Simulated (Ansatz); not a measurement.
Total density of states per atom from plane-wave PAW r²SCAN (Ansatz code), in 0.25 eV bins, energy from the valence-band maximum:

```
E (eV) | states/eV/atom
    -7.85 |  0.00
    -7.60 |  0.00
    -7.35 |  0.00
    -7.10 |  0.00
    -6.85 |  0.00
    -6.60 |  0.00
    -6.35 |  0.00
    -6.10 |  0.00
    -5.85 |  0.00
    -5.60 |  0.00
    -5.35 |  0.00
    -5.10 |  0.00
    -4.85 |  0.00
    -4.60 |  0.00
    -4.35 |  0.00
    -4.10 |  0.00
    -3.85 |  0.00
    -3.60 |  0.00
    -3.35 | ###### 0.37
    -3.10 | ############# 0.77
    -2.85 |  0.01
    -2.60 | ####################### 1.42
    -2.35 | ########################## 1.57
    -2.10 | ####### 0.44
    -1.85 |  0.00
    -1.60 | # 0.07
    -1.35 | ########################## 1.57
    -1.10 | ###################### 1.35
    -0.85 | ################## 1.11
    -0.60 | ########################### 1.63
    -0.35 | ############################## 1.82
    -0.10 | ########################## 1.59
     0.15 |  0.00
     0.40 |  0.00
     0.65 |  0.00
     0.90 |  0.00
     1.15 |  0.00
     1.40 |  0.00
     1.65 |  0.00
     1.90 |  0.00
     2.15 |  0.00
     2.40 |  0.00
     2.65 |  0.00
     2.90 |  0.00
     3.15 |  0.00
     3.40 |  0.00
     3.65 |  0.00
     3.90 |  0.00
     4.15 |  0.00
     4.40 |  0.00
     4.65 |  0.00
     4.90 |  0.00
     5.15 |  0.00
     5.40 |  0.00
     5.65 |  0.00
     5.90 |  0.00
     6.15 |  0.00
     6.40 |  0.00
     6.65 |  0.00
     6.90 |  0.00
     7.15 |  0.00
     7.40 |  0.00
     7.65 |  0.00
     7.90 |  0.01
     8.15 |  0.03
     8.40 | # 0.05
     8.65 | # 0.06
     8.90 | # 0.08
     9.15 | ## 0.11
     9.40 | ### 0.15
     9.65 | #### 0.26
     9.90 | ###### 0.36
    10.15 |  0.03
    10.40 |  0.00
    10.65 |  0.00
    10.90 |  0.00
    11.15 | # 0.09
    11.40 | ########## 0.60
    11.65 | ###### 0.37
    11.90 | ####### 0.42
```

Task: Pick the material that matches.
(A) KLiBeF4, P6_3 (Pearson symbol hP14)
(B) Li2O, anti-fluorite
(C) KTlO2, R-3m (K on 3b, Tl on 3a, O on 6c)
(D) CuF2, P2_1/c (Cu on 2b, F on 4e)

Result: A, KLiBeF4, P6_3 (Pearson symbol hP14). Top 1 eV of the valence band: F 2p 99 %. Bottom 1 eV of the conduction band: K 4s 50 %, Li 2s 21 %, F 2s 13 %, outside the projected shells 8 %. Projections are on Löwdin-orthogonalised atomic valence shells; empty p or d shells of many metals are not among them.

The workflow started from a Materials Project entry (that database holds measured and hypothetical structures alike); the Crystallography Open Database copy checked does not list it. Its standing as an ambient phase is unchecked. The cell was relaxed with r²SCAN under the symmetry of its start; its stability against distortions is not shown here.

Potentials: the later of the program's two PAW sets.
